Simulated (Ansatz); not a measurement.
One stationary structure of Ge₂Sb₂Te₅. Space group P-3m1 (No. 164). Computed with PBEsol (plane waves to 420 eV, PAW, scalar-relativistic; Ansatz, a program for electronic structure).

```xyz
9
Lattice="4.2040 0.0000 0.0000 -2.1020 3.6407 0.0000 0.0000 0.0000 17.0921" Properties=species:S:1:pos:R:3 pbc="T T T"
Te     0.0000     0.0000     0.0000
Sb     2.1020     1.2136     1.9928
Sb     0.0000     2.4272    15.0994
Te     0.0000     2.4272     3.7413
Te     2.1020     1.2136    13.3509
Ge     0.0000     0.0000     5.7781
Ge     0.0000     0.0000    11.3140
Te     2.1020     1.2136     7.1896
Te     0.0000     2.4272     9.9025
```

### Question
What band gap does PBEsol give?

### Answer
No gap on the sampled points, where the bands overlap only slightly; such a result is sensitive to mesh and level.

No spin polarisation in the result. Spin-orbit coupling is missing; with elements this heavy it can move band edges by tenths of an eV or more.

The run could not lose the symmetry of its start.

The first start was generated by placing the elements on the sites of a structure type. Materials Project lists a structure of Ge2Sb2Te5 in the same space group, P-3m1 (No. 164); the sites were not compared with it, nor with measured phases.
